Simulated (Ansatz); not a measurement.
ScPt3 (Cu3Au type, space group No. 221), plane-wave PAW PBEsol (Ansatz code), all energies at zero smearing, with the estimated change up to a 700 eV cutoff added, with one set of potentials and settings (totals compare only within such a set). Cell of 4 atoms (1 Sc, 3 Pt): -39267.106 eV.

| element | reference phase | E (eV/atom) |
|---|---|---|
| Sc | P6_3/mmc, 2 atoms in the cell | -2111.3699 |
| Pt | Fm-3m, 1 atoms in the cell | -12383.8180 |

Formation energy per atom, worked out: (-39267.106 − 1×(-2111.3699) − 3×(-12383.8180))/4 = -1.071 eV/atom (-103 kJ per mol of atoms), at 0 K, without zero-point energy or fitted corrections.

Space group Pm-3m (Cu3Au type). The workflow started from a Materials Project entry (that database holds measured and hypothetical structures alike); the Crystallography Open Database files this formula in space group No. 221, but the cells were not matched. Whether it is the stable phase at ambient conditions was not checked. The PBEsol relaxation kept the symmetry of its start; of distortions, only those at the zone centre were tested. No spin polarisation was allowed. The references are the lowest solids computed at this level, not always the standard phases. Spin–orbit coupling is left out wherever it is not named.

Potentials: the later of the program's two PAW sets.
